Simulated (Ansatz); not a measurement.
## HfO₂ (Fm-3m), zone-centre modes

Level of theory: DFT r2SCAN, scalar-relativistic, plane waves, PAW in Ansatz 0.2.0. The runs took a 500 eV cutoff, a Γ-centred 8×8×8 mesh and Gaussian smearing (0.05 eV). Spin–orbit coupling is left out, which can shift energies with elements as heavy as these. No spin polarisation.

Zero of the scan (relaxed at this level; this fluorite-type form isn't the usual structure):

```xyz
3
Lattice="0.0000 2.5292 2.5292 2.5292 0.0000 2.5292 2.5292 2.5292 0.0000" Properties=species:S:1:pos:R:3 pbc="T T T"
Hf    0.0000    0.0000    0.0000
O     1.2646    1.2646    1.2646
O     3.7937    3.7937    3.7937
```

Harmonic modes by finite displacements of 0.02 Å, without the LO–TO term.

At this geometry, is the structure stable against these modes?

Yes: no mode is imaginary beyond 10 cm⁻¹, and only the three translations lie near zero.

List the wavenumbers in cm⁻¹.

0, 0, 0, 238, 238, 238, 593, 593, 593.

Cost: 1 run of about 1.3 core-minutes, on Intel Xeon Processor @ 2.50GHz (Skylake/Cascade Lake) (shared hosts).